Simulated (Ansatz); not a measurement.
Input deck for Ansatz 0.2.0, then the block of the output on the nuclei.

The cell is a computed structure from the Materials Project (it need not be an observed phase), taken as it stands.

```yaml
crystal:
  lattice:
    - [3.26897, -4.189805, 0.0]
    - [3.26897, 4.189805, 0.0]
    - [-3.002731, 0.0, 6.500597]
  atoms:
    - { symbol: Mg, position: [0.166731, 0.823768, 0.745514] }
    - { symbol: Mg, position: [0.823768, 0.166731, 0.245514] }
    - { symbol: Ti, position: [0.505304, 0.491354, 0.493614] }
    - { symbol: Ti, position: [0.491354, 0.505304, 0.993614] }
    - { symbol: Si, position: [0.8266, 0.172905, 0.760144] }
    - { symbol: Si, position: [0.172905, 0.8266, 0.260144] }
    - { symbol: O, position: [0.604501, 0.172708, 0.883514] }
    - { symbol: O, position: [0.826532, 0.394431, 0.637446] }
    - { symbol: O, position: [0.394431, 0.826532, 0.137446] }
    - { symbol: O, position: [0.172708, 0.604501, 0.383514] }
    - { symbol: O, position: [0.225804, 0.129588, 0.421977] }
    - { symbol: O, position: [0.870736, 0.771133, 0.100104] }
    - { symbol: O, position: [0.771133, 0.870736, 0.600104] }
    - { symbol: O, position: [0.129588, 0.225804, 0.921977] }
    - { symbol: O, position: [0.587456, 0.408121, 0.261456] }
    - { symbol: O, position: [0.408121, 0.587456, 0.761456] }
kpoints:
  mp_grid: { grid: [5, 5, 4] }
scf:
  occupations: { method: fermi_dirac, width: 0.02 }
hamiltonian:
  xc: pbe
  pseudopotentials: { kind: paw }
output:
  forces: true
  stress: true
  populations: true
  efg:
    quadrupole_moments_barn: { Mg: 0.1994, Ti: 0.247, O: -0.02558 }
    contact_densities: true
  write_density: true
  write_potential: true
  elf: true
  volumetric_format: npy
```

```sh
ansatz run input.yaml --threads 1 --pin off --max-ram 2560MiB --backend cpu --events-out ev --progress --plain --runs-dir out
```

Of the output, the block on the nuclei alone is shown; the set-up, the SCF iterations, energies, forces and stress are cut. One atom of each set with nearly equal values is shown.

```
--- PAW observables at the nuclei: V_zz in 10²¹ V/m², potentials from the cell's mean, atoms counted from 1 ---
  atom   1  Mg V_zz =    -2.950228   η = 0.9148   by run symmetry: allowed   C_q = -14.2244 MHz
            electrostatic potential = -1101.616119 V   contact ρ = 7795.195419 e/Å³
  atom   3  Ti V_zz =    +4.529170   η = 0.8580   by run symmetry: allowed   C_q = +27.0502 MHz
            electrostatic potential = -2524.803132 V   contact ρ = 56792.571262 e/Å³
  atom   5  Si V_zz =    -0.982100   η = 0.8810   by run symmetry: allowed
            electrostatic potential = -1358.552422 V   contact ρ = 12803.057921 e/Å³
  atom   7  O  V_zz =    +4.350567   η = 0.4332   by run symmetry: allowed   C_q = -2.6909 MHz
            electrostatic potential = -622.342012 V   contact ρ = 2155.968517 e/Å³
  atom   8  O  V_zz =    +4.820415   η = 0.5877   by run symmetry: allowed   C_q = -2.9815 MHz
            electrostatic potential = -622.380790 V   contact ρ = 2155.838126 e/Å³
  atom  11  O  V_zz =    +3.970856   η = 0.7838   by run symmetry: allowed   C_q = -2.4561 MHz
            electrostatic potential = -622.482839 V   contact ρ = 2156.025225 e/Å³
  atom  12  O  V_zz =    +4.208010   η = 0.8820   by run symmetry: allowed   C_q = -2.6027 MHz
            electrostatic potential = -622.487222 V   contact ρ = 2155.676119 e/Å³
  atom  15  O  V_zz =    -1.983557   η = 0.7839   by run symmetry: allowed   C_q = +1.2269 MHz
            electrostatic potential = -622.877909 V   contact ρ = 2157.509715 e/Å³
```

Hardware: 1 thread of Arm Neoverse V2 (aarch64; 8 cores open to the job, memory cap 2.5 GiB, no GPU), a shared host with a load of 0.5 a core. Wall time 58 s, CPU time 58 s, peak memory 0.59 GiB.

The largest force is 0.7 eV/Å, so the atoms aren't at the calculated equilibrium and relaxing them would move these values.
